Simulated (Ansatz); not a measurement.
# Elastic constants of Na3Li: input and output

These are results of Ansatz, DFT PBE, scalar-relativistic, plane waves, PAW, not measurements.

It can be run as:
```bash
ansatz run input.yaml --threads 1 --pin off --backend cpu --events-out ev --progress --plain --runs-dir out  # memory cap (--max-ram) not shown
```

Input (bare energies are in eV):
```yaml
crystal:
  lattice:
    - [5.0879737412, 0.0, 0.0]
    - [0.0, 5.0879737412, 0.0]
    - [0.0, 0.0, 5.0879737412]
  atoms:
    - { symbol: Na, position: [0.0, 0.5, 0.5] }
    - { symbol: Na, position: [0.5, 0.0, 0.5] }
    - { symbol: Na, position: [0.5, 0.5, 0.0] }
    - { symbol: Li, position: [0.0, 0.0, 0.0] }
basis:
  ecutwfc: 420
kpoints:
  mp_grid: { grid: [8, 8, 8] }
hamiltonian:
  xc: pbe
scf:
  occupations: { method: fermi_dirac, width: 0.15 }
output:
  forces: true
  stress: true
  eigenvalues: true
elastic:
  mode: clamped_ion
  amplitude: 0.005
```

From the output:
```
--- Elastic constants: 2 strain directions × 4 members + reference (group order 48) ---
  dense FFT box of the reference and of every strained cell: 36×36×36
  strains applied: 11, 23; error gains: componentwise 1.00 (the most a stress slope's error grows in a printed constant), spectral 1.73 (1 for all six strains in a standard setting)
  C = ∂σ_k/∂η_j (tension-positive GPa; Voigt order 11 22 33 23 13 12):
         9.071      8.402      8.402     -0.000     -0.000     -0.000
         8.402      9.071      8.402     -0.000     -0.000     -0.000
         8.402      8.402      9.071     -0.000     -0.000     -0.000
        -0.000     -0.000     -0.000      7.008      0.000      0.000
         0.000      0.000     -0.000      0.000      7.008      0.000
        -0.000     -0.000     -0.000      0.000      0.000      7.008
  reference stress σ⁰ (GPa):      0.000      0.000      0.000     -0.000     -0.000      0.000
  C* (energy form; C + prestress term) asymmetry max|C*_kj − C*_jk| = 3.553e-15 GPa — a small one proves nothing (zero by symmetry where the batch's group is 432, −43m or m−3m); a large one is finite-difference/SCF noise where every solve ...
  moduli (Voigt/Reuss/Hill, GPa): K = 8.63/8.63/8.63   G = 4.34/0.78/2.56   E = 6.99   ν = 0.365
  mechanically stable: yes (min eigenvalue of sym C = 0.67 GPa)
  strain η (Voigt 11):  stress-route row diagonal C_11 = 9.07 GPa, energy-path curvature d²(F+E_count+ΔE)/dδ²/Ω₀ = 9.06 GPa
    cells at ±δ against ±2δ: C11 9.07 and 9.08 GPa, apart by 0.04 % of the column's largest entry
         δ    σ_11 (GPa) F (eV) n_scf n_hpsi n_pw
    -1.000e-2      -0.0911       -4663.8561805       9   27901   2568
    -5.000e-3      -0.0454       -4663.8564614       7   31419   2584
     5.000e-3       0.0453       -4663.8564621       8   30517   2616
     1.000e-2       0.0904       -4663.8561828       9   28046   2624
  strain η (Voigt 23):  stress-route row diagonal C_44 = 7.01 GPa, energy-path curvature d²(F+E_count+ΔE)/dδ²/Ω₀ = 7.00 GPa
    cells at ±δ against ±2δ: C44 7.01 and 7.01 GPa, apart by 0.00 % of the column's largest entry
         δ    σ_23 (GPa) F (eV) n_scf n_hpsi n_pw
    -1.000e-2      -0.0701       -4663.8562665       9   40320   2602
    -5.000e-3      -0.0350       -4663.8564828       6   36019   2606
     5.000e-3       0.0350       -4663.8564828       6   35184   2606
     1.000e-2       0.0701       -4663.8562665       8   35657   2602
```

The cell was built by swapping an element in a database structure (itself possibly hypothetical) and relaxing; it need not be the stable form of this composition. In a metal, frequencies and elastic constants depend on the k mesh and the smearing, soft modes and shear constants most.

The least eigenvalue is 0.7 GPa; in a metal on this mesh the verdict on stability isn't firm within about 20 GPa or a tenth of the bulk modulus.

Every atom sits on an inversion centre, so no strain shifts the atoms against each other, and clamped-ion and relaxed constants are the same.